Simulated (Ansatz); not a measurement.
YOF (space group R-3m)

```yaml
crystal:
  lattice:
    - [1.88710, 1.08951, 6.27280]
    - [-1.88710, 1.08951, 6.27280]
    - [0.00000, -2.17903, 6.27280]
  atoms:
    - { symbol: Y, position: [0.74126, 0.74126, 0.74126] }
    - { symbol: Y, position: [0.25874, 0.25874, 0.25874] }
    - { symbol: O, position: [0.62153, 0.62153, 0.62153] }
    - { symbol: O, position: [0.37847, 0.37847, 0.37847] }
    - { symbol: F, position: [0.13015, 0.13015, 0.13015] }
    - { symbol: F, position: [0.86985, 0.86985, 0.86985] }
```

This relaxed cell (volume V₀) is scaled evenly in all directions, its shape held. The atoms relax within the cell's symmetry.

These are PBEsol (plane waves to 420 eV, PAW, scalar-relativistic; Ansatz, a quantum-chemistry and plane-wave program) values and carry that method's errors. k mesh 10×10×10 (Γ-centred), Fermi-Dirac smearing 0.05 eV. Energies are smeared free energies. Compression counts positive. YOF is run without spin polarisation. YOF was relaxed with its symmetry unable to fall. The zero of ΔE is the relaxed starting cell.

Task: What ΔE (kJ/mol of atoms) and P (GPa) does the calculation give at V/V₀ = 0.960, 0.980, 1.020, 1.040, 1.060, 1.080?

Result: 
| V/V₀ | ΔE (kJ/mol of atoms) | P (GPa) |
|---|---|---|
| 0.960 | 0.97 | 6.5 |
| 0.980 | 0.23 | 3.1 |
| 1.020 | 0.21 | -2.7 |
| 1.040 | 0.83 | -5.1 |
| 1.060 | 1.79 | -7.2 |
| 1.080 | 3.06 | -9.1 |

(Under strain, the slope of the energy per volume gives the stress and its curvature an elastic modulus.)
